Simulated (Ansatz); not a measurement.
Ge₃Pt (Pm-3m)

Theory: DFT PBE, scalar-relativistic, plane waves, PAW (Ansatz).

Cutoff 420 eV; k points 12×12×12 on the computed 4-atom cell (Γ-centred); Gaussian smearing, width 0.10 eV; no spin polarisation.

The structure is relaxed at this level of theory with its symmetry kept, and needn't be the ground state of this composition.

Space group Pm-3m (No. 221), cubic, a = 4.148 Å. Ge is surrounded by 4 Pt at 2.93 Å and 8 Ge at 2.93 Å; Pt has 12 Ge at 2.93 Å.

- Volume per atom: 17.84 Å³
- Formation energy from the elements' standard states (uncorrected): +0.129 eV/atom
- Kohn–Sham band gap: none (metal)
- Density of states at the Fermi level: 1.6 states/eV per cell
- Orbital (Löwdin) character within 0.5 eV of the Fermi level: Ge 4p 53 %, Pt 5d 21 %, Ge 4s 17 %, unprojected 4 %
- Bader charge by site (e): Ge (3 in the cell) 0.23, Pt (1 in the cell) -0.70

Spin-orbit coupling is left out, which matters for the bands of heavy elements.

Another cell of Ge3Pt relaxed alike, in R-3m, lies 163 meV/atom lower, so this cell isn't the stable form at this level.

The cell was found from a structure generator's guess, not taken from experiment. Löwdin shares on free-atom orbitals overweight diffuse shells.
